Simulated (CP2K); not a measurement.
## NbTe: energy against volume and a worked fit

```xyz
2
Lattice="3.4257 0.0000 0.0000 0.0000 3.4257 0.0000 0.0000 0.0000 3.4257" Properties=species:S:1:pos:R:3 pbc="T T T"
Nb    1.7128    1.7128    1.7128
Te    0.0000    0.0000    0.0000
```

The cell comes from a database or a generator and needn't be the stable form of this composition.

The cell was scaled at fixed shape and fractions and run with CP2K, GTH_POTENTIALS Nb GTH-PADE-q13, Te GTH-PADE-q6; TZVP-MOLOPT-PBE-GTH basis; LDA, k mesh 8 × 8 × 8 on the cell of 2 atoms, fermi-dirac occupations of 0.0259 eV, no spin polarisation, no spin-orbit coupling. Energies are those that the program minimises, any entropy of the smearing included. For a metal such a mesh isn't converged to the digits shown.

```tsv
V (Å³/atom)	energy over the lowest row (meV/atom)
18.8950	2.71
19.2970	0.00
19.6990	5.35
20.1010	17.87
20.5030	36.74
20.9051	?
21.3071	90.80
```

Q: Fit the third-order Birch-Murnaghan form, give V0, B0 and B′, and predict the energy left open.

A: With y = (V0/V)^(2/3), E = E0 + (9 V0 B0/16) [(y - 1)³ B′ + (y - 1)² (6 - 4y)]. Least squares through the rows shown give V0 = 19.2239 Å³/atom, E0 = -0.14 meV, B0 = 156.9 GPa (1 eV/Å³ = 160.218 GPa) and B′ = 4.69, with a largest miss of 0.01 meV. At V = 20.9051 the form with these constants gives 61.27 meV; the run gave 61.28 meV an atom.
